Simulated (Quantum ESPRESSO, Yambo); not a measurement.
## Quasiparticle gap of KPF$_{6}$

```
KPF6
1.0
    3.55926     2.05494     2.32759
   -3.55926     2.05494     2.32759
    0.00000    -4.10988     2.32759
F P K
6 1 1
Cartesian
 -2.34662   1.54133   3.26899
  2.34662  -1.54133   3.71379
 -0.16152  -2.80290   3.26899
  0.16152   2.80290   3.71379
  2.50814   1.26157   3.26899
 -2.50814  -1.26157   3.71379
  0.00000   0.00000   0.00000
  0.00000   0.00000   3.49139
```

The geometry is that of Materials Project entry mp-4608, symmetrised and not relaxed again.

Starting point: norm-conserving PBEsol (Quantum ESPRESSO, 84 Ry, without SOC). G0W0 in Yambo: 2×2×2 Γ-centred k mesh, 157 bands and a 7 Ry block in the screening, 157 bands in G with the Bruneval-Gonze terminator, plasmon pole fitted at 27.2 eV.

* **PBEsol gap along the band path**: 7.50 eV
* **PBEsol gap between the mesh's edge points (Γ → Γ)**: 7.50 eV
* **G0W0 gap between the same points**: 12.27 eV

```csv
k point,band,E PBEsol (eV),E QP (eV),shift (eV),Z
Γ,VB,0.00,-2.88,-2.88,0.84
Γ,CB,7.50,9.38,1.88,0.90
L,VB,-0.17,-3.09,-2.92,0.84
L,CB,9.12,11.84,2.73,0.88
F,VB,-0.25,-3.17,-2.91,0.84
F,CB,9.31,12.23,2.93,0.87
Z,VB,-0.30,-3.22,-2.93,0.84
Z,CB,9.46,12.49,3.04,0.87
```

Energies count from the PBEsol valence-band maximum.

Nearest settings tried, and what they do to the gap: 105 bands in W, 105 bands in G: +112 meV; 6 Ry block (195 vectors against 225): +26 meV. Not varied: mesh. So the settings aren't converged at that level. The k mesh is coarse.

The structure is a Materials Project entry; no match was found in the copy of COD used, and its stability was not checked.
